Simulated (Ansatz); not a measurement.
## WSe2: experiment and calculation

**The experiment to reproduce.**

From “Random anion distribution in MSxSe2−x (M = Mo, W) crystals and nanosheets”, 2018, pmc:9078701, for a bulk crystal of WSe2: lattice constant a 3.282 ± 0.001 Å; lattice constant c 12.96 ± 0.01 Å.

“Time-resolved XUV ARPES with tunable 24–33 eV laser pulses at 30 meV resolution”, 2019, pmc:6684652 reports, for a bulk crystal of WSe2: band gap 1.3 eV (indirect).

The runs below are set against these values where they give the same quantity.

These are results of DFT PBEsol+D3(BJ), scalar-relativistic, plane waves, PAW (Ansatz), not measurements.

Plane waves to 420 eV, a k mesh through Γ of 12×12×2 on the computed 6-atom cell and Gaussian smearing (0.02 eV); no spin polarisation.

Relaxed structure, symmetry kept:

```cif
data_structure
_symmetry_space_group_name_H-M 'P 1'
_symmetry_Int_Tables_number 1
_cell_length_a 3.2305
_cell_length_b 3.2305
_cell_length_c 12.4145
_cell_angle_alpha 90.000
_cell_angle_beta 90.000
_cell_angle_gamma 120.000
_cell_volume 112.20
loop_
_atom_site_label
_atom_site_type_symbol
_atom_site_fract_x
_atom_site_fract_y
_atom_site_fract_z
_atom_site_occupancy
W1 W 0.33333 0.66667 0.25000 1
W2 W 0.66667 0.33333 0.75000 1
Se1 Se 0.33333 0.66667 0.61458 1
Se2 Se 0.66667 0.33333 0.11458 1
Se3 Se 0.33333 0.66667 0.88542 1
Se4 Se 0.66667 0.33333 0.38542 1
```

| Quantity | Value |
| --- | --- |
| Space group | P6_3/mmc (No. 194) |
| Volume per atom | 18.70 Å³ |
| Kohn–Sham band gap | 0.67 eV, indirect from Γ to (0.182, 0.182, 0.000) |
| Löwdin character of the top 1 eV of the valence band | W 5d 58 %, Se 4p 36 % |
| Löwdin character of the lowest 1 eV of the conduction band | W 5d 62 %, Se 4p 28 %, unprojected 5 % |
| Electron masses at the edge by Cartesian direction of the standard setting (m_e; degenerate bands sorted by energy; no spin-orbit coupling) | x: 0.43; y: 0.40; z: 0.34 |
| Hole masses at the edge by Cartesian direction of the standard setting (m_e; degenerate bands sorted by energy; no spin-orbit coupling) | x: 0.60; y: 0.60; z: 1.5 |
| Bulk modulus | 67 GPa |
| Its pressure derivative | 9.0 |
| Electronic dielectric constant xx, yy, zz of the standard setting (independent particles) | 16.7, 16.7, 13.0 |
| Bader charges (e) | W (2 in the cell) 1.02, Se (4 in the cell) -0.51 |

Spin-orbit coupling is left out, which matters for the bands of heavy elements.

Measured lattice constant a of WSe2: 3.282 Å (quoted in the paper above). This calculation gives 3.230 Å (-1.6 %). Against the measured lattice constant c of WSe2, 12.96 Å (quoted in the paper above), the calculated 12.415 Å is off by -4.2 %. 3 values of this kind are on record (12.95 to 12.977 Å); this one was drawn at random among those near their median, those with a stated uncertainty first. The calculation is for 0 K without zero-point motion. Against the measured band gap of WSe2, 1.3 eV (indirect; the paper above), the calculated 0.67 eV is off by -0.63 eV. Kohn–Sham gaps of semilocal functionals fall short of measured ones as a rule; spin-orbit coupling, left out here, would usually lower the calculated gap of a compound with heavy elements.

Cost: 12 runs of about 21 core-minutes in all, on Intel Xeon Platinum 8259CL (Skylake/Cascade Lake) (shared hosts).